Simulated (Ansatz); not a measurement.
The start is a generated cell, TiSi built in the FeSi structure type. Cell shape, volume and atoms are optimised at zero target pressure with r2SCAN (plane waves to 500 eV, PAW, scalar-relativistic; Ansatz, a program for electronic structure). First-step values are on the input's coarse k-mesh.

Ansatz input (later rounds restart from its end on a renewed k-mesh):
Ansatz 0.2 input:
```yaml
crystal:
  lattice:
    - [4.905488, 0, 0]
    - [0, 4.905488, 0]
    - [0, 0, 4.905488]
  atoms:
    - { symbol: Ti, position: [0.13652, 0.13652, 0.13652] }
    - { symbol: Ti, position: [0.63652, 0.36348, 0.86348] }
    - { symbol: Ti, position: [0.86348, 0.63652, 0.36348] }
    - { symbol: Ti, position: [0.36348, 0.86348, 0.63652] }
    - { symbol: Si, position: [0.8424, 0.8424, 0.8424] }
    - { symbol: Si, position: [0.3424, 0.6576, 0.1576] }
    - { symbol: Si, position: [0.1576, 0.3424, 0.6576] }
    - { symbol: Si, position: [0.6576, 0.1576, 0.3424] }
basis: { ecutwfc: 500, ecutrho_ratio: 4, xc_grid: 4, fft_grid_basis: typed }
kpoints: { mp_grid: { grid: [5, 5, 5] } }
hamiltonian:
  xc: r2scan
  dispersion: none
  pseudopotentials: { kind: paw }
scf: { occupations: { method: fermi_dirac, width: 0.05 } }
relax: { f_tol: 0.01, max_steps: 100, cell: { stress_tol: 0.02 } }
output: { forces: true, stress: true }
```

### Question
What is the largest force in the starting geometry, and on which atom (counted from 1)?

### Answer
About 0.9 eV/Å, on Ti1, Ti2, Ti3, Ti4 (atoms numbered as listed).

### Question
How much energy is released per atom?

### Answer
0.02 eV/atom.

### Question
How does the volume change?

### Answer
+3.3 %, from 14.76 to 15.25 Å³/atom.

### Question
What band gap does the relaxed structure have at this level?

### Answer
No gap (metallic).

### Question
Give the final cell and atomic positions.

### Answer

```cif
data_Si4Ti4
_chemical_formula_sum 'Ti4 Si4'
_space_group_name_H-M_alt 'P213'
_space_group_IT_number 198
_space_group_name_Hall 'P 2ac 2ab 3'
_cell_length_a 4.95942
_cell_length_b 4.95942
_cell_length_c 4.95942
_cell_angle_alpha 90.000
_cell_angle_beta 90.000
_cell_angle_gamma 90.000
loop_
_atom_site_label
_atom_site_type_symbol
_atom_site_symmetry_multiplicity
_atom_site_Wyckoff_symbol
_atom_site_fract_x
_atom_site_fract_y
_atom_site_fract_z
_atom_site_occupancy
Ti1 Ti 4 a 0.14309 0.14309 0.14309 1
Si1 Si 4 a 0.84322 0.84322 0.84322 1
```

The space group stays P2₁3 (No. 198) (the run could not lower it); the end is AFLOW prototype AB_cP8_198_a_a (B20, as in FeSi), with 8 atoms in the primitive cell. Final values are on a 10×10×10 k-mesh of the relaxed cell. No spin polarisation in the result.

The run could not lower the symmetry of its start; a shaken copy of this end point relaxes with r2SCAN to R3 (No. 146), 0.11 eV/atom lower.

The relaxed structure here is a generated cell of TiSi: the first start was made by placing the elements on the sites of a structure type, and the end was not matched to a known phase here, so it may be hypothetical.
